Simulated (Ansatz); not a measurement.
KBr built on the rocksalt prototype, relaxed with r2SCAN, was run in Ansatz under altered settings. All numbers are computed, without spin polarisation but where a row says otherwise.

```yaml
crystal:
  lattice:
    - [0.00000, 3.30225, 3.30225]
    - [3.30225, 0.00000, 3.30225]
    - [3.30225, 3.30225, 0.00000]
  atoms:
    - { symbol: K, position: [0.00000, 0.00000, 0.00000] }
    - { symbol: Br, position: [0.50000, 0.50000, 0.50000] }
```

The base run's other keys:
```yaml
kpoints:
  mp_grid: { grid: [4, 4, 4] }
hamiltonian:
  xc: hse06
scf:
  occupations: { method: fixed }
  n_extra_bands: 4
```

It takes 10 iterations with 1411 plane waves at 420 eV and 8 k points, and leaves a mean stress of +0.43 GPa. The gap over this mesh is 5.596 eV.

Outcomes, with energy and stress as changes against the base:
```csv
setting,outcome,ΔF (meV/atom),Δ mean stress (GPa),gap on the mesh (eV),iterations
"PBE hybrid, exx coeff 0.15, omega 0.2078 1/Å",converged,–,+0.1,5.124,9
scf.exx.singularity: regularized,converged,-0.2,0.0,5.597,10
"PBE hybrid, exx coeff 0.05, omega 0.5 1/Å",converged,–,+0.2,4.547,8
"PBE hybrid, exx coeff 0.4, omega 0.1 1/Å",converged,–,-0.2,6.871,14
basis.ecutwfc: 80,"converged, warned",+29269,-2.2,5.840,11
scf.mixing.beta: 0.005,converged,0.0,0.0,5.596,14
```
A dash marks a value that wasn't obtained or can't be compared. Stress is positive in compression.

- PBE hybrid, exx coeff 0.15, omega 0.2078 1/Å. That is 15 % exact exchange, screened with ω = 0.2078 1/Å, against HSE06's 25 % screened at 0.208 1/Å. The mean stress moves by +0.1 GPa and the gap on the mesh by -0.472 eV (to 5.124). Totals of different functionals aren't comparable.
- PBE hybrid, exx coeff 0.05, omega 0.5 1/Å. That is 5 % exact exchange, screened with ω = 0.5 1/Å, against HSE06's 25 % screened at 0.208 1/Å. The mean stress moves by +0.2 GPa and the gap on the mesh by -1.049 eV (to 4.547). Totals of different functionals aren't comparable.
- PBE hybrid, exx coeff 0.4, omega 0.1 1/Å. That is 40 % exact exchange, screened with ω = 0.1 1/Å, against HSE06's 25 % screened at 0.208 1/Å. The mean stress moves by -0.2 GPa and the gap on the mesh by +1.275 eV (to 6.871). Totals of different functionals aren't comparable. The program warns that on this mesh the truncation of the exchange isn't bounded, so part of the change can be an error of the mesh.
- basis.ecutwfc: 80. 113 plane waves in place of 1411. The free energy moves by +29269 meV an atom, the mean stress by -2.2 GPa and the gap on the mesh by +0.243 eV (to 5.840). The basis is too small: these are errors of the cutoff. Warned: cutoff below recommended.

Within 1 meV an atom, 0.1 GPa and 0.005 eV of the base stay: scf.exx.singularity: regularized; scf.mixing.beta: 0.005.

Spin-orbit coupling is left out.

The program warns that its thresholds are loose for a hybrid's stress.

The meshes of the hybrids are coarse, so their gaps aren't converged to the digits shown.
